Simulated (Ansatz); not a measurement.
Relaxed-ion elastic tensor of Sc (fcc (Cu type), Fm-3m) in GPa (Voigt order), LDA (plane waves, PAW; program Ansatz); density 3.34 g/cm³, 22.36 Å³ per atom.

```tsv
	1	2	3	4	5	6
1	78.9	47.9	47.9	0.0	0.0	0.0
2	47.9	78.9	47.9	0.0	0.0	0.0
3	47.9	47.9	78.9	0.0	0.0	0.0
4	0.0	0.0	0.0	38.7	0.0	0.0
5	0.0	0.0	0.0	0.0	38.7	0.0
6	0.0	0.0	0.0	0.0	0.0	38.7
```

Task: Is the crystal mechanically stable?

Result: Yes: the smallest eigenvalue of C is 30.9 GPa.

Task: Work out the Voigt, Reuss and Hill averages.

Result: K_V = 58.2, K_R = 58.2, K_H = 58.2; G_V = 29.4, G_R = 24.2, G_H = 26.8 GPa.

Task: Give Young's modulus, Poisson's ratio, Pugh's ratio and the universal anisotropy index.

Result: E = 9KG/(3K + G) = 69.7 GPa; ν = 0.30; K/G = 2.17 (ductile by the Pugh limit of 1.75); A_U = 5G_V/G_R + K_V/K_R − 6 = 1.08.

Task: Estimate the sound speeds and the Debye temperature.

Result: v_l = √((K + 4G/3)/ρ) = 5310 m/s, v_t = √(G/ρ) = 2830 m/s, mean 3170 m/s; Θ = (h/k)(3n/4πV)^(1/3) v_m = 335 K.

Task: Give the Zener ratio and Young's modulus along [100], [110] and [111].

Result: A = 2C44/(C11 − C12) = 2.50; 1/E = S11 − 2(S11 − S12 − S44/2)Γ with Γ = 0, 1/4, 1/3 gives 42.6, 72.7, 95.1 GPa.

Task: Solve the Christoffel equation for the three sound speeds along [100], [110], [111].

Result: Eigenvalues of C_ijkl n_j n_l equal ρv². In km/s, slowest first: [100] 3.41, 3.41, 4.86; [110] 2.15, 3.41, 5.53; [111] 2.64, 2.64, 5.74.

The workflow started from a Materials Project entry (that database holds measured and hypothetical structures alike); the Crystallography Open Database files this formula in space group No. 225, but the cells were not matched. It is not the phase usual at ambient conditions (space group No. 194). The LDA relaxation kept the symmetry of its start; its stability against distortions is not shown here. The run is not spin-polarised. As this level gives no gap, shear constants depend on the k-mesh and smearing (Fermi–Dirac, 0.1 eV here).

Potentials: the earlier of the program's two PAW sets. The files were generated under PBE; for other functionals the program regenerates the frozen cores, and for LDA and PBEsol the local potential too.
